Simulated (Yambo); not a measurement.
A G0W0@LDA run in Yambo for K2NaScF6 (space group Fm-3m, No. 225) (2×2×2 Γ-centred k mesh, bands 3 to 304 and a 8 Ry block in the screening, 304 bands in G with the Bruneval-Gonze terminator, plasmon pole fitted at 27.2 eV) gives these matrix elements, in eV, at the band edges (Γ → Γ):

```json
[
 {"state": "valence edge", "E0": "0.000", "<Vxc>": "-22.288", "<Σx>": "-30.069", "<Σc(E0)>": "4.833", "Z": "0.806"},
 {"state": "conduction edge", "E0": "6.412", "<Vxc>": "-9.377", "<Σx>": "-4.568", "<Σc(E0)>": "-2.950", "Z": "0.894"}
]
```

Question: Solve the linearised quasiparticle equation for both states, give the gap, and say how exchange and correlation each act on it.

Answer: E = E0 + Z(Σx + Σc − Vxc). Valence: 0.000 + 0.806 × (-30.069 + (4.833) − (-22.288)) = -2.38 eV. Conduction: 6.412 + 0.894 × (-4.568 + (-2.950) − (-9.377)) = 8.07 eV. The gap is 10.45 eV, against 6.41 eV in LDA. Replacing Vxc by bare exchange alone would open it by 12.59 eV; correlation takes back 7.78 eV of that, and Z scales what is left. Nearest settings tried, and what they do to the gap: 197 bands in W, 197 bands in G: +40 meV; 7 Ry block (339 vectors against 459): -11 meV. Not varied: mesh. So the settings aren't converged at that level. The k mesh is coarse. 

Geometry of the Materials Project entry, not relaxed at this level; primitive cell a = b = c = 6.088 Å, α = β = γ = 60.00°.
